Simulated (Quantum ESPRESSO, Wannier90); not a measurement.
## Wannier functions of SnTe (rock salt)

```
CELL_PARAMETERS angstrom
      0.00000     3.18581     3.18581
      3.18581     0.00000     3.18581
      3.18581     3.18581     0.00000
ATOMIC_POSITIONS crystal
  Sn 0.00000 0.00000 0.00000
  Te 0.50000 0.50000 0.50000
```

Cell from Materials Project (mp-1883), symmetrised, no further relaxation. COD (Crystallography Open Database) has an entry of this formula and space group (matched by these alone). Computed values, not measurements, from PBEsol: Quantum ESPRESSO (norm-conserving PseudoDojo potentials, cutoff 66 Ry, no spin polarisation, no spin-orbit coupling) on a Γ-centred 8×8×8 mesh, then Wannier90. Density: 8×8×8 mesh, cold smearing 0.01 Ry. Spin-orbit coupling is left out although heavy elements are present.

Base run: 8 functions from bands 11-25 of the 25 computed, start hydrogen-like Sn: s;p; Te: s;p, frozen window up to 1.50 eV relative to the Fermi level, outer window open. One setting was then changed (edges relative to the Fermi level; misfit to pw.x on a path, for states up to 1.0 eV relative to the Fermi level).

| run | Ω_I (Å²) | rms misfit (meV) | worst (meV) |
|---|---|---|---|
| base | 13.10 | 4.4 | 31 |
| changed | 10.88 | 240 | 893 |

**Question.** Which change was made?
A. only the lowest 10 of the kept bands
B. outer window to 6.99 eV
C. only the lowest 11 of the kept bands
D. frozen window to 1.00 eV
E. no frozen window

**Answer.** E, no frozen window. The others give:

```
run                                   Ω_I (Å²)  rms misfit (meV)  worst (meV)
------------------------------------  --------  ----------------  -----------
frozen window to 1.00 eV                 12.82               5.9           63
outer window to 6.99 eV                  14.97               1.3          7.3
only the lowest 10 of the kept bands     14.75               1.3          5.7
only the lowest 11 of the kept bands     14.54               1.5          7.7
```
